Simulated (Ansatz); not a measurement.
CdTe (rock salt, space group No. 225) under volume change, plane-wave PAW PBEsol (Ansatz code), scaled uniformly.

```json
[
 {"V (Å³/atom)": "24.537", "E − E(relaxed) (meV/atom)": "46.1", "P (GPa)": "6.67"},
 {"V (Å³/atom)": "25.346", "E − E(relaxed) (meV/atom)": "?", "P (GPa)": "?"},
 {"V (Å³/atom)": "26.154", "E − E(relaxed) (meV/atom)": "?", "P (GPa)": "?"},
 {"V (Å³/atom)": "26.963", "E − E(relaxed) (meV/atom)": "0.0", "P (GPa)": "0.00"},
 {"V (Å³/atom)": "27.772", "E − E(relaxed) (meV/atom)": "4.0", "P (GPa)": "-1.54"},
 {"V (Å³/atom)": "28.581", "E − E(relaxed) (meV/atom)": "15.2", "P (GPa)": "-2.84"},
 {"V (Å³/atom)": "29.390", "E − E(relaxed) (meV/atom)": "32.3", "P (GPa)": "-3.92"}
]
```

What belongs in the gaps?


- 25.346, E − E(relaxed) (meV/atom): 19.2
- 25.346, P (GPa): 4.04
- 26.154, E − E(relaxed) (meV/atom): 4.5
- 26.154, P (GPa): 1.84

What does a third-order Birch–Murnaghan fit give for V₀, B₀ and B′?

V₀ = 26.96 Å³/atom, B₀ = 56.1 GPa, B′ = 4.9.

Space group Fm-3m (rock salt). This is a known high-pressure phase of the composition, computed here at zero pressure and temperature. The PBEsol relaxation kept the symmetry of its start; of distortions, only those at the zone centre were tested. Scalar-relativistic: spin–orbit coupling is off unless named, which matters more the heavier the elements.

Potentials: the later of the program's two PAW sets.
